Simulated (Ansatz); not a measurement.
HgSe:
```
CELL_PARAMETERS angstrom
      0.00000     3.13000     3.13000
      3.13000     0.00000     3.13000
      3.13000     3.13000     0.00000
ATOMIC_POSITIONS crystal
  Se 0.75000 0.75000 0.75000
  Hg 0.00000 0.00000 0.00000
```

Relaxed with PBE. Special points in fractions of this cell's reciprocal vectors: Γ (0.000, 0.000, 0.000); X (0.500, 0.000, 0.500); U (0.625, 0.250, 0.625); K (0.375, 0.375, 0.750); L (0.500, 0.500, 0.500); W (0.500, 0.250, 0.750).

Task: List the band energies nearest the Fermi level at these points for PBE in the plane-wave PAW code Ansatz.

Result: In eV from the Fermi level; about four levels below and three above (degenerate sets whole), none deeper than 8.9 eV; … stands for higher levels left out; points with the same levels are listed once.

| k | below | above |
|---|---|---|
| Γ | -1.05 -0.02 -0.02 -0.02 | … |
| X | -5.80 -4.69 -1.97 -1.97 | 2.68 3.18 8.24 |
| U | -5.67 -4.79 -2.48 -1.61 | 2.82 4.48 7.81 |
| L | -5.84 -4.95 -0.84 -0.84 | 1.09 6.28 6.28 |
| W | -5.62 -4.82 -2.31 -2.11 | 3.34 5.17 6.00 |

Space group F-43m (zinc blende). Symmetry was held in the PBE relaxation. The Fermi level of a semimetal is unsure by some 0.05 eV on such meshes. Spin–orbit coupling is left out wherever it is not named.

Potentials: the later of the program's two PAW sets.
